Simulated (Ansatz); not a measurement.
A geometry of MoRu away from equilibrium: the start of the relaxation of a relaxed MoRu cell shaken by Gaussian noise of σ = 0.08 Å a coordinate. Level of theory: PBEsol (plane waves to 420 eV, PAW, scalar-relativistic; Ansatz, an electronic-structure program). Γ-centred k-mesh 4×12×7 on the run's cell (coarser than for final values), Fermi–Dirac smearing 0.05 eV.

```xyz
8
Lattice="9.8110 0.0000 0.0000 0.0000 2.7249 0.0000 0.0000 0.0000 4.4888" Properties=species:S:1:pos:R:3:forces:R:3 pbc="T T T" free_energy=-42852.664 pressure_GPa=3.1
Mo     8.2958     1.9779     3.9408    1.0541    0.2179    0.3419
Mo     3.4459     2.1059     2.6193   -0.2316   -0.0925    0.8888
Mo     1.4826     0.5318     0.4851    0.7179    0.0210   -1.0359
Mo     6.4425     0.6289     1.7287   -0.1678   -0.0760   -0.2644
Ru     6.0033     2.0222     3.9104   -1.6983    0.0581    0.2185
Ru     0.9042     1.8626     2.6795    2.4931    1.5168    1.8342
Ru     3.9961     0.6514     0.5157    0.1446    0.1555   -0.7362
Ru     8.9469     0.7899     1.6818   -2.3120   -1.8009   -1.2469
```

Positions in Å, forces in eV/Å, free energy of the cell in eV (comparable only within this code, potentials and settings). Largest force: 3.45 eV/Å, on Ru6 (atoms numbered as listed); the geometry lies 0.35 eV/atom above the end of its relaxation.

No spin polarisation in the result.

The end of the path is a generated cell of MoRu: the first start was made by placing the elements on the sites of a structure type, and the end was not matched to a known phase here, so it may be hypothetical.
